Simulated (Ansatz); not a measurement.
## Si: settings compared (Ansatz)

Input:

```yaml
crystal:
  lattice:
    - [0.0, 2.754349, 2.754349]
    - [2.754349, 0.0, 2.754349]
    - [2.754349, 2.754349, 0.0]
  atoms:
    - { symbol: Si, position: [0.0, 0.0, 0.0] }
    - { symbol: Si, position: [0.25, 0.25, 0.25] }
  symmetry: { tolerance: 0.0003 }
kpoints:
  mp_grid: { grid: [6, 6, 6], shift: [0, 0, 0] }
magnetization:
  spin_polarized: false
scf:
  occupations: { method: fermi_dirac }
hamiltonian:
  pseudopotentials: { kind: paw }
  xc: pbe
basis:
  ecutwfc: 420
output:
  forces: true
  stress: true
  eigenvalues: true
relax:
  max_steps: 40
  cell: {}
```

Run with:

```bash
ansatz run input.yaml --threads 1 --pin off --max-ram 2560MiB --backend cpu --events-out ev --progress --plain --runs-dir out
```

Origin of the cell: a database entry, scaled a little.

The smearing width isn't typed, so it takes its default of 0.1 eV.

Output of this run (shortened):

```
Pseudopotentials: kind: paw
Pseudopotential: Si, paw, valence charge 4, recommended cutoff 420 eV (normal), Si.paw.azcp
Functional definition: PBE
  exchange = pbe_x(kappa = kappa, mu = beta*pi^2/3)
  correlation = pbe_c(beta = beta)
Crystal: 2 atoms, lattice volume = 41.791 Å³
Basis set: ecut = 420 eV, 869 PW (Γ), exchange–correlation on 54×54×54 points (8 copies of the dense FFT grid, shifted against one another)
Bands: 8, of which v1, the nominal top of the filled ones, is band 4 counted from 1 (3 counted from 0)
Symmetry: 48 space group operations
Space group: Fd-3m (ITA 227), of the structure as read, at distance tolerance 1.0e-3 Å
k-points: 16 of 216
Initial density: superposition of atomic densities (neutral atoms: chi_scale 0, normalization atom), corrected by the library's trained network
Functional: x = pbe(κ = 0.804, μ = 0.219515), c = pbe(β = 0.066725)
SCF iter   1: F=—  HF=-1271.591962 eV  Δρ=1.13e-3  dr2=3.41e-4
SCF iter   2: F=—  HF=-1271.592277 eV  Δρ=4.67e-4  dr2=5.07e-5
SCF iter   3: F=—  HF=-1271.592327 eV  Δρ=8.81e-5  dr2=1.99e-6
SCF iter   4: F=-1271.592329 eV  HF=-1271.592329 eV  Δρ=1.07e-5  dr2=3.06e-8
SCF iter   5: F=-1271.592329 eV  HF=-1271.592329 eV  Δρ=9.82e-7  dr2=1.60e-10
SCF iter   6: F=-1271.592329 eV  HF=-1271.592329 eV  Δρ=1.96e-8  dr2=1.56e-13
relax step   1: F+E_penalty+E_count = -1271.592329 eV  Δ(F+E_penalty+E_count) = +0.000e0 eV  max|allowed force component| = 3.701e-17 eV/Å  Δτ_max = 0.0000 Å  P = -1.742 GPa  Ω = 41.791 Å³  ( […]
relax step   2: F+E_penalty+E_count = -1271.596870 eV  Δ(F+E_penalty+E_count) = -4.541e-3 eV  max|allowed force component| = 1.018e-16 eV/Å  Δτ_max = 0.0000 Å  P = -0.386 GPa  Ω = 41.127 Å³ […]
relax step   3: F+E_penalty+E_count = -1271.597110 eV  Δ(F+E_penalty+E_count) = -2.404e-4 eV  max|allowed force component| = 5.551e-17 eV/Å  Δτ_max = 0.0000 Å  P = +0.013 GPa  Ω = 40.942 Å³ […]
relax step   4: F+E_penalty+E_count = -1271.597013 eV  Δ(F+E_penalty+E_count) = +9.759e-5 eV  max|allowed force component| = 4.626e-17 eV/Å  Δτ_max = 0.0000 Å  P = +0.009 GPa  Ω = 40.942 Å³  stress off target by 8.98e-3 GPa […]
SCF 4 converged in 4 iterations: F = -1271.597013 eV  dr2 = 1.16e-11
basis re-selected at this cell: Δ(F+E_penalty+E_count) = +9.759e-5 eV, ΔP = -0.004 GPa vs the last step (what re-selecting the basis moved, of the pressure what is left beyond the Pulay corre […]
SCF converged after 4 iterations
Free energy (F): -1271.597013 eV
Harris-Foulkes:  -1271.597013 eV  (|F-HF|=1.30e-11)
Internal energy: -1271.595643 eV  (E = F + TS)
E sigma→0 (E₀):  -1271.596328 eV
Entropy (-TS):   -0.001369 eV (-0.685 meV/atom)
Fermi energy:    6.310867 eV
--- Per-component energies (eV) ---
  E_band       = 8.057150
  E_kinetic    = 80.216963
  E_local      = -56.253593  (includes V_loc(G=0)·N_el)
  E_nonlocal   = 51.714814
  E_hartree    = 15.236692
  E_xc         = -110.116904
  E_vxc        = -93.150779  (∫ρ·V_xc dr)
  E_paw        = -1025.549788  (= ΣΔE_a)
  E_vpaw       = -4.943654  (= ΣTr[D̂ρ^β])
  E_aug_tail   = 0.000013  (compensation charges beyond the density's cutoff)
  E_ewald      = -226.843839
  E_smearing   = -0.001369  (= −TS)
  Σ components = -1271.597013   (vs F -1271.597013, Δ=0.00e0)
--- Forces (eV/Å), atoms counted from 1 ---
  atom   1  Si    -0.000000    -0.000000     0.000000
  atom   2  Si     0.000000    -0.000000     0.000000
  max |Σ_I F_I| component: 5.32e-17 eV/Å
--- Stress (GPa, compression-positive) ---
        0.008976      -0.000000      -0.000000
       -0.000000       0.008976      -0.000000
       -0.000000      -0.000000       0.008976
  P = ⅓ Tr σ = 0.0090 GPa (0.090 kbar)
--- Relaxed structure (3 steps of the walk, 3 accepted, 1 SCFs on fresh bases) ---
  F+E_penalty+E_count = -1271.597013 eV   max|allowed force component| = 4.626e-17 eV/Å   (the final SCF, on the basis selected at the relaxed cell)
  cell:  # Å, volume = 40.9418 Å³
    - [0.0, 2.735555, 2.735555]
    - [2.735555, 0.0, 2.735555]
    - [2.735555, 2.735555, 0.0]
  atoms:
    - { symbol: Si, position: [0.0, 0.0, 0.0] }
    - { symbol: Si, position: [0.25, 0.25, 0.25] }
```

The same input was run again with these changes:

1. `scf.occupations.method` fermi_dirac → cold; `scf.occupations.width` default → 0.01; `hamiltonian.xc` pbe → rpbe; `basis.ecutwfc` 420 → "350 eV"
2. `basis.ecutwfc` 420 → "40.4 Ry"; `scf.occupations.width` default → 0.2
3. `relax.f_tol` default → 0.02; `relax.max_displacement` default → 0.3
4. `scf.initial_density.chi_scale` default → 0.3

```tsv
run	end	SCF iterations	volume (Å³/atom)	max force component (eV/Å)	moment (μB)	ΔE(σ→0) (meV/atom)
base	converged	17	20.47	0.000	–	0
1	converged	20	20.84	0.000	–	–
2	converged	17	20.46	0.000	–	1.93
3	converged	17	20.47	0.000	–	0.00
4	converged	17	20.47	0.000	–	0.00
```

Energies are compared only where functional, datasets, charge and starting cell are the same.

Not properties of the system: run 1 (too coarse or loose: `basis.ecutwfc` = "350 eV").

Caveats of the base run: the relaxation held the start's symmetry, so the end may be a saddle point.

Run 1: forces of this functional can be a tenth off on datasets made under PBE; the cutoff lies below the datasets' advice.
Run 2: the k mesh is coarse if the cell is a metal; wide smearing.

The base run ran for 2 s on 1 thread of Intel(R) Xeon(R) Platinum 8375C CPU @ 2.90GHz (Ice Lake) (shared host), peak memory 0.36 GiB, from the program's own first density.
